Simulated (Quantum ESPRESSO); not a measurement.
## Electric field gradients in Ba3SrS4 (changed cell)

```
CELL_PARAMETERS angstrom
      6.36391     0.00000     0.00000
      0.00000     6.36391     0.00000
      0.00000     0.00000     6.36391
ATOMIC_POSITIONS crystal
  Sr 0.00000 0.00000 0.00000
  S  0.50000 0.00000 0.00000
  Ba 0.00000 0.50000 0.50000
  S  0.50000 0.50000 0.50000
  Ba 0.50000 0.00000 0.50000
  S  0.00000 0.00000 0.50000
  Ba 0.50000 0.50000 0.00000
  S  0.00000 0.50000 0.00000
```
The cell was made here from a computed Materials Project entry: one of 4 Ba replaced by Sr, cell and atoms relaxed (PBE without dispersion, pw.x of a modified build of Quantum ESPRESSO, symmetry kept). The parent is BaS in Fm-3m; whether this form has been observed was not checked. The swapped cell is a model, not a known phase. Stability against distortions was not tested.

Computed: field gradients by the PAW reconstruction of the field gradient on a scalar-relativistic PBE ground state (Quantum ESPRESSO, JTH datasets), 20 Ha, k-mesh 4×4×4 through Γ.

| site | site symmetry | Vzz (a.u.) | η_Q | ∣C_Q∣ (MHz) |
|---|---|---|---|---|
| Sr (atom 1) | m-3m | 0 | – | 0 (⁸⁷Sr) |
| S1 (atoms 2, 6, 8) | 4/mmm | 0.272 | 0.00 | 4.33 (³³S) |
| Ba (atoms 3, 5, 7) | 4/mmm | under 0.02 | – | under 1.2 (¹³⁷Ba) |
| S2 (atom 4) | m-3m | 0 | – | 0 (³³S) |

Quadrupole moments taken as inputs (sizes, barn, from the tables of PySCF and pymatgen): ⁸⁷Sr 0.305, ³³S 0.0678, ¹³⁷Ba 0.245.

Convention: |Vzz| is the largest principal value, η_Q = (Vxx − Vyy)/Vzz, |C_Q| = |eQVzz/h|. Cores are frozen. Against all-electron runs on small test molecules, this scheme's |Vzz| missed by −3 % on S. Static lattice: thermal averaging is not included.
